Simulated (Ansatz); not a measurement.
The calculation used DFT PBE, scalar-relativistic, plane waves, PAW (Ansatz). Settings: cutoff 420 eV, Γ-centred meshes spaced at most about 0.3 Å⁻¹, and about 0.25 Å⁻¹ or finer for metals (2π included), Gaussian smearing. Collinear spin in cells that started with moments and kept them past the coarse steps, no spin elsewhere.

These are static total energies at zero pressure.

Two forms of ScF5 were relaxed alike.

1. (site moments F 0.2 (×2), 0.5 (×2), 0.7 μB)

```cif
data_structure
_symmetry_space_group_name_H-M 'P4/mmm'
_symmetry_Int_Tables_number 123
_cell_length_a 4.1186
_cell_length_b 4.1186
_cell_length_c 5.0669
_cell_angle_alpha 90.000
_cell_angle_beta 90.000
_cell_angle_gamma 90.000
_cell_volume 85.95
loop_
_atom_site_label
_atom_site_type_symbol
_atom_site_symmetry_multiplicity
_atom_site_Wyckoff_symbol
_atom_site_fract_x
_atom_site_fract_y
_atom_site_fract_z
_atom_site_occupancy
Sc1 Sc 1 c 0.50000 0.50000 0.00000 1
F1 F 2 f 0.00000 0.50000 0.00000 1
F2 F 2 e 0.00000 0.50000 0.50000 1
F3 F 1 a 0.00000 0.00000 0.00000 1
```

2. (site moments F 0.2 (×3) μB)

```cif
data_structure
_symmetry_space_group_name_H-M 'P6/mmm'
_symmetry_Int_Tables_number 191
_cell_length_a 3.9713
_cell_length_b 3.9713
_cell_length_c 4.9352
_cell_angle_alpha 90.000
_cell_angle_beta 90.000
_cell_angle_gamma 120.000
_cell_volume 67.41
loop_
_atom_site_label
_atom_site_type_symbol
_atom_site_symmetry_multiplicity
_atom_site_Wyckoff_symbol
_atom_site_fract_x
_atom_site_fract_y
_atom_site_fract_z
_atom_site_occupancy
Sc1 Sc 1 a 0.00000 0.00000 0.00000 1
F1 F 3 g 0.50000 0.50000 0.50000 1
F2 F 2 c 0.66667 0.33333 0.00000 1
```

Problem. Which would you expect to be lower, and how large is the difference?

Solution. Cell 2 is lower, by 48 meV/atom. Cell 1 has space group P4/mmm (No. 123), 14.3 Å³/atom and no gap on its mesh; cell 2 has space group P6/mmm (No. 191), 11.2 Å³/atom and no gap. Counting F atoms around Sc (those within 1.25 times the shortest such distance or 1.15 times the sum of covalent radii), cell 1 has Sc 4 and cell 2 has Sc 6. Both come from invented guesses. A third cell relaxed alike, in P6/mmm, lies 0.50 eV/atom below the lower of the two.

Weakly bound directions are ill-defined at this level, which has no dispersion term (P4/mmm, P6/mmm), and this can change margins and order among such cells. The magnetic state reached may not be the lowest. Cells relaxed within their symmetry can be saddle points. Some candidate types were left out of the draw beforehand, so a known form may be missing.
